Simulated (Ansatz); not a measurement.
Data:

CoSi:
```cif
data_CoSi
_chemical_formula_sum 'Co1 Si1'
_space_group_name_H-M_alt 'P 1'
_space_group_IT_number 1
_cell_length_a 2.73650
_cell_length_b 2.73650
_cell_length_c 3.48685
_cell_angle_alpha 90.000
_cell_angle_beta 90.000
_cell_angle_gamma 120.000
loop_
_space_group_symop_operation_xyz
  'x, y, z'
loop_
_atom_site_label
_atom_site_type_symbol
_atom_site_fract_x
_atom_site_fract_y
_atom_site_fract_z
_atom_site_occupancy
Co1 Co 0.00000 0.00000 0.00000 1
Si1 Si 0.66667 0.33333 0.50000 1
```

This is the PBE-relaxed structure.

Task: All from plane-wave PAW PBE (Ansatz code), unless another level is named. Give the electronic character.

Result: metallic (no gap).

Task: Next, the formation energy from the elements (no fitted shifts)?

Result: -36 kJ/mol of atoms.

Task: And the density of states at the Fermi level?

Result: 0.57 states/eV per atom (mean over ±0.08 eV).

Space group P-6m2. The cell is a constructed one: a structure type filled with these elements; neither database checked (COD, Materials Project) lists it. COD files the formula under space group No. 198, so this cell is another polymorph or a model. Whether it is the stable phase at ambient conditions was not checked. The PBE relaxation kept the symmetry of its start; its stability against distortions is not shown here. The workflow began spin-polarised and lost its moments. The references are the lowest solids computed at this level, not always the standard phases.

Potentials: the later of the program's two PAW sets.
